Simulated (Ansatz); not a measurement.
# Checking a converged run of Ni

Ni is taken as a measured crystal structure (space group Fm-3m, primitive cell doubled), 2 atoms in the cell. The computed pressure is over 10 GPa in size, so the cell is far from the computed equilibrium volume. Source: COD entry 9012988; it may be a high-temperature, high-pressure or metastable form.

Theory: Ansatz development build ahead of 0.2.0, DFT, PBEsol, PAW, plane waves, scalar-relativistic.

```yaml
crystal:
  lattice:
    - [0.0, 3.5359, 3.5359]
    - [1.76795, 0.0, 1.76795]
    - [1.76795, 1.76795, 0.0]
  atoms:
    - { symbol: Ni, position: [0.0, 0.0, 0.0] }
    - { symbol: Ni, position: [0.5, 0.0, 0.0] }
hamiltonian:
  xc: pbesol
  pseudopotentials: { kind: paw }
basis:
  ecutwfc: 420
kpoints:
  mp_grid: { grid: [7, 14, 14] }
scf:
  occupations: { method: fermi_dirac, width: 0.1 }
  lower_state_search: "off"
output:
  forces: true
  stress: true
magnetization:
  spin_polarized: true
```

It took 6.7 s on 2 threads of Arm Neoverse V1, on a shared host, peak memory 0.38 GiB.

The end of the output:

```
SCF converged after 10 iterations
Magnetization: 1.2340 μB (18.6170 up, 17.3830 down)
Absolute magnetization: 1.4055 μB (∫|ρ↑−ρ↓|, with the PAW one-centre terms)
Spin contamination: 0.0124 ħ² per cell (⟨S²⟩ above its minimum at these occupations)
Per-site moments (μB) at R_I (Å): [(0.6533, 1.0313), (0.6533, 1.0313)]
Free energy (F): -11609.946000 eV
Harris-Foulkes:  -11609.946000 eV  (|F-HF|=1.06e-10)
Internal energy: -11609.830505 eV  (E = F + TS)
E sigma→0 (E₀):  -11609.888252 eV
Entropy (-TS):   -0.115495 eV (-57.748 meV/atom)
Fermi energy:    17.630026 eV
--- Forces (eV/Å), atoms counted from 1 ---
  atom   1  Ni     0.00000000     0.00000000    -0.00000000
  atom   2  Ni     0.00000000    -0.00000000    -0.00000000
--- Stress (GPa, compression-positive) ---
      -12.014735       0.000031       0.000031
        0.000031     -12.014735      -0.000031
        0.000031      -0.000031     -12.014735
  P = ⅓ Tr σ = -12.0147 GPa (-120.147 kbar)
```

A small moment in a metal is sensitive to the mesh and the smearing.

No moments are typed, so the program seeds parallel moments of its own.

Site moments are taken inside atomic spheres and don't add up to the total.

Task: Would you trust this as the ground state? If a lower solution is known, describe it.

Result: None of the other runs went lower. It is the lowest of 2 states reached by 12 converged runs, and the next lies 32.2 meV/atom higher (non-magnetic, no gap on the k-mesh). That doesn't prove a ground state. This multiple of the primitive cell fits some opposed orders; other multiples fit others. Orders that need a larger cell or non-collinear spins weren't tried.
